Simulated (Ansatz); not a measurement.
Quadrupolar parameters in Na₂Se₂O₇

The cell is a Materials Project structure (computed, not necessarily an observed phase), ions relaxed with PBE at fixed cell.

```cif
data_Na2Se2O7
_symmetry_space_group_name_H-M 'P-1'
_symmetry_Int_Tables_number 2
_cell_length_a 6.9403
_cell_length_b 6.9488
_cell_length_c 7.0458
_cell_angle_alpha 82.502
_cell_angle_beta 65.267
_cell_angle_gamma 82.053
loop_
_atom_site_label
_atom_site_type_symbol
_atom_site_symmetry_multiplicity
_atom_site_Wyckoff_symbol
_atom_site_fract_x
_atom_site_fract_y
_atom_site_fract_z
Na1 Na 2 i 0.2668 0.6463 0.6043
Na3 Na 2 i 0.7442 0.9259 0.7638
Se5 Se 2 i 0.7550 0.8635 0.2784
Se7 Se 2 i 0.2020 0.5963 0.1342
O9 O 2 i 0.6334 0.9731 0.1336
O11 O 2 i 0.6320 0.6926 0.4535
O13 O 2 i 0.8424 0.0120 0.3826
O15 O 2 i 0.2602 0.7311 0.2721
O17 O 2 i 0.0991 0.3963 0.2649
O19 O 2 i 0.3654 0.5753 0.8905
O21 O 2 i 0.9830 0.7449 0.0802
```

One atom of each set is listed.

Level of theory: DFT, PBE, plane waves and PAW, scalar-relativistic, 420 eV cutoff, Γ-centred 4×3×4 k-points, Fermi–Dirac smearing 0.02 eV (Ansatz 0.2.0).

Conventions: |V_zz| ≥ |V_yy| ≥ |V_xx|, η = (V_xx − V_yy)/V_zz, C_Q = eQV_zz/h.

Na-23: I = 3/2, Q = 104.0 mb; ¹⁷O: I = 5/2, Q = -25.58 mb. Q values from Pyykkö, Mol. Phys. 116, 1328 (2018).

Question: What field gradients does the calculation give at each kind of site?

Answer: 

```
site  atoms                                                first shell  V_zz (10²¹ V/m²)     η  C_Q (MHz)
 Na1      2                                         6 O at 2.35–2.40 Å             -0.38  0.61     -0.954
 Na3      2                                         6 O at 2.34–2.69 Å             -0.82  0.73      -2.07
 Se5      2                                         4 O at 1.64–1.80 Å             11.87  0.05          –
 Se7      2                                         4 O at 1.63–1.86 Å             15.15  0.19          –
  O9      2                   1 Se at 1.64 Å; also 2 Na at 2.43–2.44 Å             18.11  0.21      -11.2
 O11      2                   1 Se at 1.64 Å; also 3 Na at 2.35–3.27 Å             17.85  0.17      -11.0
 O13      2                   1 Se at 1.65 Å; also 3 Na at 2.39–2.69 Å             17.82  0.14      -11.0
 O15      2                        1 Se at 1.63 Å; also 2 Na at 2.36 Å             18.22  0.14      -11.3
 O17      2                   1 Se at 1.64 Å; also 2 Na at 2.34–2.36 Å             18.01  0.24      -11.1
 O19      2                        1 Se at 1.63 Å; also 1 Na at 2.36 Å             18.58  0.18      -11.5
 O21      2  2 Se at 1.80–1.86 Å, angle 123°; also 2 Na at 3.21–3.33 Å             15.74  0.90      -9.73
```

At O9, O11, O13, O15, O17 and O19 V_zz points along its bond to Se (within 2°) in each case.

Se has no stable isotope with a ground-state quadrupole moment in the table, so no C_Q is given.

The relaxation (7 steps) took 2.9 min of wall time (5.8 min of CPU time) and 1.2 GiB at its peak, on 2 threads of Arm Neoverse V2 (aarch64; 32 cores open to the job, memory cap 5.0 GiB, no GPU), a shared host with a load of 0.9 a core.
